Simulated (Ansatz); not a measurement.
A geometry of MgSe away from equilibrium: step 2 of the relaxation of a relaxed MgSe cell, doubled along one cell vector, shaken by Gaussian noise of σ = 0.08 Å a coordinate. Calculation: r2SCAN (plane waves to 500 eV, PAW, scalar-relativistic; Ansatz, a program for electronic structure). Γ-centred k-mesh 7×4×7 on the run's cell (coarser than for final values), Fermi–Dirac smearing 0.05 eV.

```yaml
crystal:
  lattice:
    - [0.00709, 2.72735, 2.73288]
    - [5.48311, 0.00912, 5.47081]
    - [2.73719, 2.72552, 0.00892]
  atoms:
    - { symbol: Mg, position: [0.48365, 0.25042, 0.49825] }
    - { symbol: Mg, position: [0.47620, 0.76479, 0.49423] }
    - { symbol: Se, position: [0.98233, 0.00660, 0.99847] }
    - { symbol: Se, position: [0.00384, 0.49775, 0.01765] }
```

Problem. Predict the force on each atom, in eV/Å.

Solution. 
| atom | Fx | Fy | Fz |
|---|---|---|---|
| Mg1 | 0.29 | 0.01 | 0.29 |
| Mg2 | -0.28 | 0.33 | -0.26 |
| Se3 | -0.10 | 0.11 | -0.10 |
| Se4 | 0.09 | -0.45 | 0.08 |

Problem. What is the pressure?

Solution. +0.7 GPa, compression positive.

Problem. How much energy per atom can still be gained by relaxing?

Solution. 0.01 eV/atom; the path ends in Fm-3m (No. 225) (rock salt type).

No spin polarisation in the result.
